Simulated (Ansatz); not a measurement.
This cell of Ga$_{2}$O$_{3}$ (corundum) is off equilibrium:

```
CELL_PARAMETERS angstrom
      2.54155     1.46737     4.56399
     -2.54155     1.46737     4.56399
      0.00000    -2.93473     4.56399
ATOMIC_POSITIONS crystal
  Ga 0.35584 0.35584 0.35584
  Ga 0.14416 0.14416 0.14416
  Ga 0.64416 0.64416 0.64416
  Ga 0.85584 0.85584 0.85584
  O  0.55310 0.94690 0.25000
  O  0.25000 0.55310 0.94690
  O  0.94690 0.25000 0.55310
  O  0.44690 0.05310 0.75000
  O  0.75000 0.44690 0.05310
  O  0.05310 0.75000 0.44690
```

Level of theory: PBE (plane waves to 420 eV, PAW, scalar-relativistic; Ansatz, a program for electronic structure). k mesh 8×8×8 (Γ-centred), Fermi-Dirac smearing 0.05 eV. Energies are smeared free energies. Compression counts positive. Ga2O3 was relaxed with its symmetry unable to fall. The PAW data are Ansatz's earlier set.

### Question
Give the stress tensor in GPa and the pressure.

### Answer
```
   -3.0      0.0      0.0
    0.0     -3.0      0.0
    0.0      0.0     -2.6
```
The pressure, a third of the trace, is -2.9 GPa.

### Question
It is the relaxed cell scaled evenly to V/V₀ = 1.015, atoms relaxed where free. What is its energy relative to the relaxed cell?

### Answer
1.4 meV/atom.

(A scan under strain: stresses follow from slopes of the energy per volume, elastic moduli from its curvatures.)
